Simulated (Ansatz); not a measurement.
**LaNiGe2 with hamiltonian.pseudopotentials, magnetization changed**

Level of theory: PBEsol, no spin polarisation, scalar-relativistic; Ansatz, plane waves to 420 eV (PAW set soft_2), k-mesh 8×8×8. These are the settings of the reference run.

Cell:

```
CELL_PARAMETERS angstrom
2.13049 -8.36175 0.00000
2.13049 8.36175 0.00000
0.00000 0.00000 4.21620
ATOMIC_POSITIONS crystal
Ge 0.74999 0.25001 0.75000
Ge 0.25001 0.74999 0.25000
Ge 0.95711 0.04289 0.25000
Ge 0.04289 0.95711 0.75000
La 0.39125 0.60875 0.75000
La 0.60875 0.39125 0.25000
Ni 0.81759 0.18241 0.25000
Ni 0.18241 0.81759 0.75000
```

The reference run of this cell is solved again as a single point with these keys changed:

| key | reference run | changed run |
| --- | --- | --- |
| hamiltonian.pseudopotentials | not typed | {kind: paw_fr} |
| magnetization | not typed | {noncollinear: true, spin_orbit: true} |

Q: Does this change matter?

A: 

```
            quantity  reference run  changed run
      pressure (GPa)            0.0          0.0
largest force (eV/Å)           0.00         0.00
gap on the mesh (eV)           0.00         0.00
```

The Hamiltonian isn't the same, so energies aren't compared. It took 13 iterations.

Caveats: the reference run: a metal with Cr, Mn, Fe, Co or Ni was run without spin, and may be magnetic; a single point, atoms not relaxed again.
